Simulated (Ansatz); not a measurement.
Computed with DFT PBE, scalar-relativistic, plane waves, PAW (Ansatz). All cells share a 420 eV cutoff and Γ-centred k meshes spaced at most about 0.3 Å⁻¹ (about 0.25 or finer for metals, 2π included). No spin polarisation in the final relaxations.

These are static total energies at zero pressure. All come from trial cells, and lower structures may exist.

Task: Order these relaxed structures of TiBMoC₂ by energy, lowest first, with the energy over the lowest of them.
1.

```cif
data_structure
_symmetry_space_group_name_H-M 'I-4m2'
_symmetry_Int_Tables_number 119
_cell_length_a 3.0979
_cell_length_b 3.0979
_cell_length_c 9.6941
_cell_angle_alpha 90.000
_cell_angle_beta 90.000
_cell_angle_gamma 90.000
_cell_volume 93.03
loop_
_atom_site_label
_atom_site_type_symbol
_atom_site_symmetry_multiplicity
_atom_site_Wyckoff_symbol
_atom_site_fract_x
_atom_site_fract_y
_atom_site_fract_z
_atom_site_occupancy
Ti1 Ti 2 a 0.00000 0.00000 0.00000 1
B1 B 2 c 0.00000 0.50000 0.25000 1
Mo1 Mo 2 d 0.50000 0.00000 0.25000 1
C1 C 4 e 0.50000 0.50000 0.07574 1
```

2.

```cif
data_structure
_symmetry_space_group_name_H-M 'P3m1'
_symmetry_Int_Tables_number 156
_cell_length_a 2.9738
_cell_length_b 2.9738
_cell_length_c 6.6972
_cell_angle_alpha 90.000
_cell_angle_beta 90.000
_cell_angle_gamma 120.000
_cell_volume 51.29
loop_
_atom_site_label
_atom_site_type_symbol
_atom_site_symmetry_multiplicity
_atom_site_Wyckoff_symbol
_atom_site_fract_x
_atom_site_fract_y
_atom_site_fract_z
_atom_site_occupancy
Ti1 Ti 1 a 0.00000 0.00000 0.21067 1
B1 B 1 c 0.66667 0.33333 0.91677 1
Mo1 Mo 1 b 0.33333 0.66667 0.63883 1
C1 C 1 b 0.33333 0.66667 0.35382 1
C2 C 1 a 0.00000 0.00000 0.87991 1
```

3.

```cif
data_structure
_symmetry_space_group_name_H-M 'Pmm2'
_symmetry_Int_Tables_number 25
_cell_length_a 2.9374
_cell_length_b 4.8206
_cell_length_c 5.9983
_cell_angle_alpha 90.000
_cell_angle_beta 90.000
_cell_angle_gamma 90.000
_cell_volume 84.94
loop_
_atom_site_label
_atom_site_type_symbol
_atom_site_symmetry_multiplicity
_atom_site_Wyckoff_symbol
_atom_site_fract_x
_atom_site_fract_y
_atom_site_fract_z
_atom_site_occupancy
Ti1 Ti 1 d 0.50000 0.50000 0.85419 1
B1 B 1 b 0.00000 0.50000 0.58333 1
Mo1 Mo 1 d 0.50000 0.50000 0.31162 1
C1 C 2 g 0.00000 0.34332 0.09080 1
```

4.

```cif
data_structure
_symmetry_space_group_name_H-M 'P6mm'
_symmetry_Int_Tables_number 183
_cell_length_a 2.6111
_cell_length_b 2.6111
_cell_length_c 10.1393
_cell_angle_alpha 90.000
_cell_angle_beta 90.000
_cell_angle_gamma 120.000
_cell_volume 59.87
loop_
_atom_site_label
_atom_site_type_symbol
_atom_site_symmetry_multiplicity
_atom_site_Wyckoff_symbol
_atom_site_fract_x
_atom_site_fract_y
_atom_site_fract_z
_atom_site_occupancy
Ti1 Ti 1 a 0.00000 0.00000 0.22203 1
B1 B 1 a 0.00000 0.00000 0.69278 1
Mo1 Mo 1 a 0.00000 0.00000 0.47793 1
C1 C 2 b 0.33333 0.66667 0.03109 1
```

Result: 2 (0 meV/atom), 1 (12 meV/atom), 3 (724 meV/atom), 4 (833 meV/atom). Forms: 2 P3m1; 1 I-4m2; 3 Pmm2; 4 P6mm. Counting B or C atoms around Mo and Ti (for each partner element, those within 1.25 times its shortest distance or 1.15 times the sum of covalent radii, where it is the nearest in units of that sum or under 1.3; a plus sign parts groups by distance over the sum of covalent radii): cell 2 has Ti 4+3, Mo 1+6; cell 1 has Ti 8+4, Mo 8; cell 3 has Ti 6, Mo 6; cell 4 has Ti 6, Mo 1. Cell 1 holds C–C pairs (shortest 1.47 Å); cell 3 holds C–C pairs (shortest 1.51 Å); cell 4 holds C–C nets (shortest 1.51 Å) (bonds between like non-metal atoms; other contacts aren't counted). Even the lowest lies +0.13 eV/atom against the elements.

For metals, differences of a few meV/atom aren't resolved. Weakly bound directions are ill-defined at this level, which has no dispersion term (Pmm2, P6mm), and this can change margins and order among such cells. Cells relaxed within their symmetry can be saddle points. Some candidate types were left out of the draw beforehand, so a known form may be missing.
